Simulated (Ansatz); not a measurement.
Ansatz input

```yaml
crystal:
  lattice:
    - [3.1388473607, 0.0, 0.0]
    - [0.0, 3.1388473607, 0.0]
    - [0.0, 0.0, 3.1388473607]
  atoms:
    - { symbol: Sb, position: [0.0, 0.0, 0.0] }
hamiltonian:
  xc: pbesol
  pseudopotentials:
    kind: paw
    azcp:
      Sb: "pseudopotentials/Sb.paw.azcp"
basis:
  ecutwfc: 420
  fft_grid_basis: typed
kpoints:
  mp_grid: { grid: [12, 12, 12], shift: [0, 0, 0] }
magnetization:
  spin_polarized: false
scf:
  occupations: { method: fermi_dirac, width: 0.1 }
  lower_state_search: "off"
output:
  stress: true
```

Terminal output

```
Warning: the record states the generating functional pbe (its physics header spells it `PBE`), which answers neither for hamiltonian.xc's functional nor for the pbesol family's — results may be inconsistent (PPs are generated against a specific XC)
Engine: ansatz 0.2.0, aarch64-unknown-linux-gnu
Pseudopotentials: kind: paw
Pseudopotential: Sb, paw, valence charge 15, recommended cutoff 420 eV (normal) 
Functional definition: PBEsol
  exchange = pbesol_x
  correlation = pbesol_c
Crystal: 1 atoms, lattice volume = 30.925 Å³
Basis set: ecut = 420 eV, 619 PW (Γ)
Bands: 12, of which v1, the nominal top of the filled ones, is band 8 counted from 1 (7 counted from 0)
Symmetry: 48 space group operations
Space group: Pm-3m (ITA 221), of the structure as read, at distance tolerance 3.1e-5 Å
k-points: 84 of 1728
Non-local potential: Sb, projectors of the file, l = 0: 2, l = 1: 2, l = 2: 2, l = 3: 2
PAW form: soft (Blöchl's): semilocal exchange-correlation on the pseudo side does not see the compensation charge
PAW frozen core: Sb, regenerated for the run's functional, and the local potential with it (the file was generated under x = pbe(κ = 0.804, μ = 0.2195149727645171), c = pbe(β = 0.06672455060314922))
PAW one-centre angular grid: Sb, 590 points (default); XC on 64 Gauss nodes
Initial density: superposition of atomic densities (neutral atoms: chi_scale 0, normalization atom), corrected by the library's trained network
Initial wavefunctions: pseudopotential atomic-orbital guess
Functional: x = pbesol(κ = 0.804, μ = 0.12345679012345678), c = pbesol(β = 0.046)
SCF iter   1: F=—  HF=-6408.028408 eV  |F-HF|=—  |Δ(HF+E_count)|=         —  Δρ=2.31e-3  dr2=9.89e-4  ethr=1.77e-3  ⟨swp⟩=5.2  Hψ=5976  notcnv=0
SCF iter   2: F=—  HF=-6408.027076 eV  |F-HF|=—  |Δ(HF+E_count)|=   1.33e-3  Δρ=1.23e-3  dr2=3.35e-4  ethr=6.59e-6  ⟨swp⟩=2.5  Hψ=2063  notcnv=0
SCF iter   3: F=—  HF=-6408.026986 eV  |F-HF|=—  |Δ(HF+E_count)|=   9.03e-5  Δρ=1.92e-4  dr2=8.06e-6  ethr=2.24e-6  ⟨swp⟩=2.0  Hψ=1627  notcnv=0
SCF iter   4: F=—  HF=-6408.026980 eV  |F-HF|=—  |Δ(HF+E_count)|=   5.82e-6  Δρ=8.44e-5  dr2=1.61e-6  ethr=5.37e-8  ⟨swp⟩=2.0  Hψ=1636  notcnv=0
SCF iter   5: F=—  HF=-6408.026979 eV  |F-HF|=—  |Δ(HF+E_count)|=   6.98e-7  Δρ=2.20e-5  dr2=1.15e-7  ethr=1.07e-8  ⟨swp⟩=2.8  Hψ=1800  notcnv=0
SCF iter   6: F=-6408.026979 eV  HF=-6408.026979 eV  |F-HF|=2.31e-9  |Δ(HF+E_count)|=   5.45e-8  Δρ=3.37e-6  dr2=2.33e-9  ethr=6.67e-10  ⟨swp⟩=4.2  Hψ=3022  notcnv=0
SCF 1 converged in 6 iterations: F = -6408.026979 eV  dr2 = 2.33e-9
SCF converged after 6 iterations
Free energy (F): -6408.026979 eV
Harris-Foulkes:  -6408.026979 eV  (|F-HF|=2.31e-9)
Internal energy: -6408.003888 eV  (E = F + TS)
E sigma→0 (E₀):  -6408.015434 eV
Entropy (-TS):   -0.023091 eV (-23.091 meV/atom)
Fermi energy:    9.338130 eV
--- Per-component energies (eV) ---
  E_band       = -175.692111
  E_kinetic    = 206.436575
  E_local      = -1599.273963  (includes V_loc(G=0)·N_el)
  E_nonlocal   = 363.763645
  E_hartree    = 721.480242
  E_xc         = -137.095253
  E_vxc        = -96.098570  (∫ρ·V_xc dr)
  E_paw        = -4499.316862  (= ΣΔE_a)
  E_vpaw       = -493.482765  (= ΣTr[D̂ρ^β])
  E_aug_tail   = -0.000002  (compensation charges beyond the density's cutoff)
  E_ewald      = -1464.330127
  E_core_change = 0.331857  (= ΣΔE_core)
  E_smearing   = -0.023091  (= −TS)
  E_closure    = 0.000000  (closes the sum)
  Σ components = -6408.026979   (vs F -6408.026979, Δ=0.00e0)
--- Stress (GPa, compression-positive) ---
       -3.788999      -0.000000       0.000000
       -0.000000      -3.788999       0.000000
        0.000000       0.000000      -3.788999
  P = ⅓ Tr σ = -3.7890 GPa (-37.890 kbar)
```
